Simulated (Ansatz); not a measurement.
Si2Mo:
```
CELL_PARAMETERS angstrom
     -1.60107     1.60107     3.90987
      1.60107    -1.60107     3.90987
      1.60107     1.60107    -3.90987
ATOMIC_POSITIONS crystal
  Si 0.66467 0.66467 0.00000
  Si 0.33533 0.33533 0.00000
  Mo 0.00000 0.00000 0.00000
```

Relaxed with r²SCAN.

Question: Which orbitals make up the states near the Fermi level in r²SCAN (plane waves, PAW; program Ansatz)?

Answer: Within 0.5 eV of the Fermi level: Mo 4d 74 %, Si 3p 22 %. Projections are on Löwdin-orthogonalised atomic valence shells; empty p or d shells of many metals are not among them.

Question: Tabulate the density of states.

Answer: States/eV per cell of 3 atoms, in 0.25 eV bins, energy from the Fermi level.

| E (eV) | total | Mo 4d | Si 3p | Si 3s |
|---|---|---|---|---|
| -7.85 | 0.56 | 0.16 | 0.20 | 0.19 |
| -7.60 | 0.51 | 0.15 | 0.19 | 0.16 |
| -7.35 | 0.48 | 0.14 | 0.19 | 0.12 |
| -7.10 | 0.54 | 0.15 | 0.26 | 0.10 |
| -6.85 | 0.53 | 0.14 | 0.28 | 0.07 |
| -6.60 | 1.01 | 0.26 | 0.63 | 0.06 |
| -6.35 | 1.29 | 0.32 | 0.86 | 0.05 |
| -6.10 | 1.16 | 0.26 | 0.79 | 0.04 |
| -5.85 | 1.01 | 0.24 | 0.67 | 0.05 |
| -5.60 | 1.07 | 0.28 | 0.68 | 0.06 |
| -5.35 | 0.98 | 0.26 | 0.57 | 0.11 |
| -5.10 | 0.59 | 0.17 | 0.28 | 0.11 |
| -4.85 | 0.64 | 0.20 | 0.29 | 0.11 |
| -4.60 | 0.85 | 0.29 | 0.37 | 0.13 |
| -4.35 | 1.02 | 0.39 | 0.41 | 0.14 |
| -4.10 | 1.40 | 0.60 | 0.52 | 0.18 |
| -3.85 | 1.65 | 0.76 | 0.58 | 0.18 |
| -3.60 | 1.32 | 0.66 | 0.45 | 0.12 |
| -3.35 | 1.56 | 0.79 | 0.53 | 0.14 |
| -3.10 | 2.13 | 1.18 | 0.69 | 0.16 |
| -2.85 | 2.66 | 1.56 | 0.87 | 0.13 |
| -2.60 | 4.50 | 2.63 | 1.55 | 0.16 |
| -2.35 | 4.60 | 2.64 | 1.63 | 0.14 |
| -2.10 | 3.24 | 1.58 | 1.40 | 0.11 |
| -1.85 | 1.64 | 0.85 | 0.65 | 0.07 |
| -1.60 | 1.44 | 0.79 | 0.55 | 0.05 |
| -1.35 | 1.02 | 0.70 | 0.25 | 0.04 |
| -1.10 | 0.92 | 0.69 | 0.17 | 0.03 |
| -0.85 | 0.93 | 0.76 | 0.12 | 0.02 |
| -0.60 | 0.97 | 0.85 | 0.08 | 0.01 |
| -0.35 | 0.35 | 0.29 | 0.05 | 0.00 |
| -0.10 | 0.20 | 0.14 | 0.06 | 0.00 |
| 0.15 | 0.22 | 0.15 | 0.07 | 0.00 |
| 0.40 | 0.22 | 0.13 | 0.07 | 0.00 |
| 0.65 | 0.62 | 0.33 | 0.16 | 0.11 |
| 0.90 | 0.76 | 0.40 | 0.21 | 0.11 |
| 1.15 | 0.86 | 0.46 | 0.25 | 0.11 |
| 1.40 | 1.01 | 0.54 | 0.29 | 0.12 |
| 1.65 | 1.31 | 0.71 | 0.36 | 0.16 |
| 1.90 | 1.82 | 1.01 | 0.45 | 0.24 |
| 2.15 | 2.23 | 1.34 | 0.50 | 0.25 |
| 2.40 | 2.65 | 1.62 | 0.52 | 0.34 |
| 2.65 | 2.16 | 1.01 | 0.57 | 0.43 |
| 2.90 | 1.53 | 0.62 | 0.48 | 0.31 |
| 3.15 | 1.42 | 0.50 | 0.49 | 0.21 |
| 3.40 | 1.61 | 0.51 | 0.49 | 0.20 |
| 3.65 | 2.04 | 0.67 | 0.55 | 0.27 |
| 3.90 | 1.95 | 0.63 | 0.59 | 0.24 |
| 4.15 | 1.63 | 0.47 | 0.54 | 0.17 |
| 4.40 | 1.90 | 0.55 | 0.61 | 0.22 |
| 4.65 | 2.08 | 0.53 | 0.72 | 0.25 |

Space group I4/mmm (MoSi2 or CaC2 type). The cell was relaxed with r²SCAN under the symmetry of its start. No spin polarisation was allowed. Spin–orbit coupling is left out wherever it is not named.

Potentials: the earlier of the program's two PAW sets.
